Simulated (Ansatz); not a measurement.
An Ansatz (a first-principles code) run. Input:

Ansatz 0.2 input:
```yaml
crystal:
  lattice:
    - [0.0, 2.7241116499, 2.7241116499]
    - [2.7241116499, 0.0, 2.7241116499]
    - [2.7241116499, 2.7241116499, 0.0]
  atoms:
    - { symbol: Cu, position: [0.75, 0.75, 0.75] }
    - { symbol: Cl, position: [0.5, 0.5, 0.5] }
kpoints:
  mp_grid: { grid: [7, 7, 7] }
hamiltonian:
  xc: hse06
  pseudopotentials: { kind: paw }
scf:
  occupations: { method: fixed }
checkpoint: { read: static.run }
output: { bader: true, populations: true }
```

Output (shortened):

```
WARN checkpoint.read: basis.xc_grid differs: saved 2, current 1 (points along each axis for each point of the dense box …
WARN checkpoint.read: where the exact-exchange loop starts from the saved orbitals it accepts no state on its first cycle, because this run solves another …
Pseudopotential: Cu, paw, valence charge 19
Pseudopotential: Cl, paw, valence charge 7
Functional definition: HSE06
davidson cushion auto → on  (no smearing: the cushion is to keep the highest requested band from converging to the state above it …
Crystal: 2 atoms, lattice volume = 40.430 Å³
Basis set: ecut = 420 eV, 749 PW (Γ)
Bands: 17, of which v1, the nominal top of the filled ones, is band 13 counted from 1 (12 counted from 0)
Symmetry: 24 space group operations
Space group: F-43m (ITA 216), of the structure as read, at distance tolerance 3.4e-5 Å
k-points: 20 of 343 (time reversal used)
Exchange kernel: α = 0.2500, screened, ω = 0.2079 Å⁻¹, Wigner–Seitz truncation, v(0) = 1046.8875 eV·Å³, q-mesh 7×7×7, nearest image of the exchange supercell L …
Frozen-core exchange: fock
iter 1 solved again at ethr=1.81e-10 eV; its pass at ethr=1.00e-1 eV (dr2=4.70e-8 eV) is discarded
SCF iter   1: F=—  HF=-7705.539319 eV  |F-HF|=—  |Δ(HF+E_count)|=         —  Δρ=1.43e-5  dr2=1.02e-7  ethr=1.81e-10  ⟨swp⟩=4.0  Hψ=1703  notcnv=0
preconditioner: auto → none
iter 2 solved again at ethr=1.41e-11 eV; its pass at ethr=1.81e-10 eV (dr2=3.66e-9 eV) is discarded
SCF iter   2: F=-7705.539319 eV  HF=-7705.539319 eV  |F-HF|=1.59e-9  |Δ(HF+E_count)|=   4.07e-8  Δρ=3.88e-6  dr2=1.29e-8  ethr=1.41e-11  ⟨swp⟩=2.0  Hψ=1780  notcnv=0
SCF 1 converged in 2 iterations: F = -7705.539319 eV  dr2 = 1.29e-8
hybrid outer 1: dexx = +2.776e-8 eV, tail = 6.72e-7 eV
Crystal: 2 atoms, lattice volume = 40.430 Å³
Exchange kernel: α = 0.2500, screened, ω = 0.2079 Å⁻¹, Wigner–Seitz truncation, v(0) = 1046.8875 eV·Å³, q-mesh 7×7×7, nearest image of the exchange supercell L …
Frozen-core exchange: fock
SCF iter   1: F=—  HF=-7705.539328 eV  |F-HF|=—  |Δ(HF+E_count)|=         —  Δρ=1.27e-5  dr2=8.33e-8  ethr=1.29e-8  ⟨swp⟩=2.0  Hψ=760  notcnv=0
preconditioner: auto → none
iter 2 solved again at ethr=5.34e-12 eV; its pass at ethr=3.03e-10 eV (dr2=1.39e-9 eV) is discarded
SCF iter   2: F=-7705.539328 eV  HF=-7705.539328 eV  |F-HF|=2.51e-9  |Δ(HF+E_count)|=   2.97e-8  Δρ=2.34e-6  dr2=4.65e-9  ethr=5.34e-12  ⟨swp⟩=3.8  Hψ=1862  notcnv=0
SCF 2 converged in 2 iterations: F = -7705.539328 eV  dr2 = 4.65e-9
hybrid outer 2: dexx = +1.856e-8 eV, tail = 1.30e-8 eV, Δε = 9.02e-4 eV (about 1.67e-4 eV left of the loop's levels)
hybrid SCF converged: 2 outer / 4 inner (+0 warm-up), last move |dexx| = 1.86e-8 eV, tail = 1.30e-8 eV
Stability not checked (fock_operator)
Free energy (F): -7705.539328 eV
Frozen-core exchange: fock
Harris-Foulkes:  -7705.539328 eV  (|F-HF|=2.51e-9)
Internal energy: -7705.539328 eV  (E = F + TS)
E sigma→0 (E₀):  -7705.539328 eV
Fermi energy:    5.801318 eV
--- Per-component energies (eV) ---
  E_band       = -589.918959
  E_kinetic    = 462.453393
  E_local      = -5928.459703  (includes V_loc(G=0)·N_el)
  E_nonlocal   = 447.570475
  E_hartree    = 2619.898462
  E_xc         = -155.138293
  E_vxc        = -185.626419  (∫ρ·V_xc dr)
  E_exx        = -125.042205  (= α·E_x^exact, valence–valence)
  E_paw        = -2260.444331  (= ΣΔE_a)
  E_vpaw       = -375.572875  (= ΣTr[D̂ρ^β])
  E_aug_tail   = 0.000394  (compensation charges beyond the density's cutoff)
  E_ewald      = -2766.041103
  E_core_change = -0.336416  (= ΣΔE_core)
  E_smearing   =  0.000000  (= −TS)
  E_closure    =  0.000000  (closes the sum)
  Σ components = -7705.539328   (vs F -7705.539328, Δ=-9.09e-13)
  [band-id]    e_kinetic+e_local+e_nonlocal+2·e_hartree+e_vxc+2·e_exx+e_vpaw+e_augmentation_tail = -589.922221   (vs E_band -589.918959, Δ=-3.26e-3)
--- Band table (eV; the first three rows and the last of 20) ---
  k-point 0: bands = ["-109.9629", "-65.8471", "-65.8471", "-65.8471", "-11.9958", "0.9691", "0.9691", "0.9691", "4.0440", "4.0440", "5.8013", "5.8013", "5.8013", "8.1491", "14.4630"]
  k-point 1: bands = ["-109.9630", "-65.8472", "-65.8472", "-65.8471", "-11.9149", "0.6636", "0.9860", "0.9860", "4.0346", "4.0346", "5.3398", "5.6921", "5.6921", "8.9149", "14.0242"]
  k-point 2: bands = ["-109.9631", "-65.8472", "-65.8472", "-65.8471", "-11.7251", "0.0315", "1.0198", "1.0198", "4.0444", "4.0444", "4.6525", "5.4372", "5.4372", "10.0988", "13.7474"]
  k-point 19: bands = ["-109.9630", "-65.8473", "-65.8471", "-65.8468", "-11.4031", "0.0323", "0.3151", "0.9963", "3.8765", "4.0412", "4.2636", "4.4276", "4.8439", "12.4072", "12.9994"]
  guard bands above this table: 2 of the run's 17 bands. The solve was not asked for them (output.publish_guard_bands: true or output.eigenvalues …
--- Löwdin populations: 2 sites ---
  site symbol       q [e]
     0     Cu     18.3867
     1     Cl      7.4951
  spilling = 0.004544 (of n_electrons = 26.000000)
--- Bader charges: 2 sites ---
  site symbol  charge [e]  shift [e]
     0     Cu      0.6298     0.0000
     1     Cl     -0.6298     0.0000
  shift: an alarm, by how much a part of what the PAW files miss would move the charge. Where it is large, compare
  with a run on PAW files of another source; a small one proves nothing
  estimated error of the sums over rays = 2.4e-4 e
```

Cost: very roughly 30 core-seconds on shared cores.

The cell was relaxed with HSE06 under the symmetry of its start. The run is not spin-polarised.

Potentials: the later of the program's two PAW sets.

Ansatz is a plane-wave DFT program.
